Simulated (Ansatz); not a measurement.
## Ge: opening a crack plane

Ge, P6_3/mmc, a = 4.004 Å, c = 13.145 Å. This isn't the element's structure at ambient conditions. Ansatz: PBEsol, PAW, 420 eV, Γ-centred 11×11×3 mesh on 8 atoms, Gaussian smearing 0.15 eV; no spin polarisation. One cut on (001) per cell of 8 atoms is opened rigidly by x, between planes of Ge and Ge that stand 2.47 Å apart; y is the energy per area (13.885 Å², 1 eV/Å² = 16.02 J/m²).

| x (Å) | y (J/m²) |
| --- | --- |
| 0.00 | 0.000 |
| 0.25 | 0.184 |
| 0.50 | 0.551 |
| 0.75 | 0.949 |
| 1.00 | 1.315 |
| 1.50 | 1.874 |
| 2.00 | ? |
| 3.00 | 2.435 |
| 4.50 | 2.465 |
| 6.00 | 2.466 |

Problem. Fit the universal binding curve y = W[1 − (1 + x/l) e^(−x/l)] to the other rows, give the peak stress, and predict the missing value.

Solution. Least squares gives W = 2.48 J/m² and l = 0.560 Å. The stress dy/dx peaks at x = l with W/(e l) = 16.3 GPa, for rigid faces. At x = 2.00: x/l = 3.571, y = 2.161 J/m². The run gave 2.210 J/m², so the fit is 0.049 J/m² too low, a small miss on the scale of the series.

Cost: 12 runs of about 8.6 core-minutes in all, on Arm Neoverse V1 (shared hosts).